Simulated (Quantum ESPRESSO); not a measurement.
Se in TePb: quadrupolar couplings

Host, cell and atoms relaxed with PBE and no dispersion term (field gradients by the PAW reconstruction of the field gradient on a scalar-relativistic PBE ground state (a modified build of Quantum ESPRESSO, JTH datasets), 20 Ha, k-mesh 4×4×4 through Γ):

```tsv
site	site symmetry	Vzz (10²¹ V/m²)	η_Q	∣C_Q∣ (MHz)
Te (atoms 1, 3, 5, 7)	m-3m	0	–	–
Pb (atoms 2, 4, 6, 8)	m-3m	0	–	–
```

Its cell: a = b = c = 6.555 Å, α = β = γ = 90.00°.

Changed cell (atom 1 is the new one; 20 Ha, k-mesh 4×4×4 through Γ):

```
CELL_PARAMETERS angstrom
      6.48290     0.00000     0.00000
      0.00000     6.48290     0.00000
      0.00000     0.00000     6.48290
ATOMIC_POSITIONS crystal
  Se 0.00000 0.00000 0.00000
  Pb 0.50000 0.00000 0.00000
  Te 0.00000 0.50000 0.50000
  Pb 0.50000 0.50000 0.50000
  Te 0.50000 0.00000 0.50000
  Pb 0.00000 0.00000 0.50000
  Te 0.50000 0.50000 0.00000
  Pb 0.00000 0.50000 0.00000
```
The cell was made here from a computed Materials Project entry: one of 4 Te replaced by Se, cell and atoms relaxed (PBE without dispersion, pw.x of Quantum ESPRESSO, symmetry kept). The parent is TePb in Fm-3m. The swapped cell is a model, not a known phase. Stability against distortions was not tested.

Quadrupole moments taken as inputs (sizes, barn, from the tables of PySCF and pymatgen): .

Convention: |Vzz| is the largest principal value, η_Q = (Vxx − Vyy)/Vzz, |C_Q| = |eQVzz/h|. Cores are frozen. Pb, Te had no test against all-electron runs. Spin–orbit coupling is left out, a limit on Pb, Te. The structure is static (0 K, no zero-point motion).

### Question
What do the sites of the changed cell show?

### Answer
```tsv
site	distance to atom 1 (Å)	Vzz (10²¹ V/m²)	η_Q	∣C_Q∣ (MHz)
Se (atom 1)	–	0	–	–
Pb1 (atoms 2, 6, 8)	3.24	11.46	0.00	–
Te (atoms 3, 5, 7)	4.58	0.67	0.00	–
Pb2 (atom 4)	5.61	0	–	–
```
The swap repeats in every cell, so this is an ordered compound and not a dilute impurity.
